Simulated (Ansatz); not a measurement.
The cell below belongs to a search over invented structures; it isn't taken from experiment.

Input and command of a plane-wave DFT calculation in Ansatz:

```yaml
crystal:
  lattice:
    - [6.1643089239, 0.0, 0.0453769958]
    - [0.0, 7.3081254035, 0.0]
    - [-1.5050816885, 0.0, 5.0851920711]
  atoms:
    - { symbol: Te, position: [0.0, 0.8994839611, 0.75] }
    - { symbol: Te, position: [0.0, 0.1005160389, 0.25] }
    - { symbol: O, position: [0.8049270848, 0.0635753681, 0.8859995238] }
    - { symbol: O, position: [0.1950729152, 0.0635753681, 0.6140004762] }
    - { symbol: O, position: [0.1950729152, 0.9364246319, 0.1140004762] }
    - { symbol: O, position: [0.8049270848, 0.9364246319, 0.3859995238] }
    - { symbol: O, position: [0.1182260655, 0.660566683, 0.7111571819] }
    - { symbol: O, position: [0.8817739345, 0.660566683, 0.7888428181] }
    - { symbol: O, position: [0.8817739345, 0.339433317, 0.2888428181] }
    - { symbol: O, position: [0.1182260655, 0.339433317, 0.2111571819] }
basis:
  ecutwfc: 420
kpoints:
  mp_grid: { grid: [6, 4, 6] }
hamiltonian:
  xc: pbe
scf:
  occupations: { method: gaussian, width: 0.02 }
output:
  forces: true
  stress: true
  eigenvalues: true
relax:
  adjacent_minimum: "off"
  f_tol: 0.01
  max_steps: 80
  cell: { stress_tol: 0.05 }
```

```bash
ansatz run input.yaml --threads 1 --pin off --max-ram 2560MiB --backend cpu --events-out ev --progress --plain --runs-dir out
```

Processor: AMD EPYC 7R43 64-Core Processor (Zen 3), 1 thread, on a host shared with other jobs.

Problem. Estimate time, memory and problem size.

Solution. About 70 s, peak memory 0.82 GiB. It solves 50 bands at 60 k points (after reduction by symmetry) with about 4469 plane waves (on the last cell), in 16 SCF iterations over 2 ionic steps.
